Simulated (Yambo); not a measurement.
## SiO₂: lowest vertical excitons

```
CELL_PARAMETERS angstrom
     -2.47729     2.47729     3.65567
      2.47729    -2.47729     3.65567
      2.47729     2.47729    -3.65567
ATOMIC_POSITIONS crystal
  O  0.37500 0.22179 0.34679
  O  0.77821 0.12500 0.15321
  O  0.87500 0.02821 0.65321
  O  0.97179 0.62500 0.84679
  Si 0.00000 0.00000 0.00000
  Si 0.75000 0.25000 0.50000
```

The geometry is that of Materials Project entry mp-546794, symmetrised and not relaxed again.

BSE in Yambo on PBEsol (Quantum ESPRESSO, PseudoDojo norm-conserving, 84 Ry, scalar-relativistic) bands: 6×6×6 mesh, 8 valence and 5 conduction bands, static screening with 49 bands and a 3 Ry block, scissor 2.99 eV, Tamm-Dancoff; field along x.

```csv
state,energy (eV),states within 2 meV,relative strength,class,main transitions
1,7.69,2,< 0.01,dark,several band pairs
2,8.19,1,< 0.01,dark,VB−2 → CB (70 %)
3,8.42,2,0.01,weak,several band pairs
4,8.59,1,< 0.01,dark,VB → CB (90 %)
5,8.60,1,< 0.01,dark,VB → CB (79 %)
6,8.63,1,< 0.01,dark,VB−1 → CB (72 %)
7,8.64,2,0.01,weak,several band pairs
8,8.68,1,< 0.01,dark,VB−1 → CB (83 %)
9,8.81,1,< 0.01,dark,VB → CB (96 %)
10,8.82,3,0.09,weak,VB → CB (67 %)
```

These are vertical excitations (zero momentum). The direct quasiparticle gap on this mesh is 8.92 eV; counted from there, state 1 is bound by 1.22 eV. Convergence with the mesh was not shown.

Spin singlets only. Strengths are relative to the strongest of the lowest states of this run; strong means a line over 3 % of the spectrum's maximum, dark under 0.03 %. Absolute energies carry the error of the G0W0 scissor, whose convergence isn't established; the long-wavelength screening was taken along (1,1,1) although the crystal is anisotropic.

This is not the ordinary phase of the substance; no match was found in the copy of COD used, and its stability was not checked.
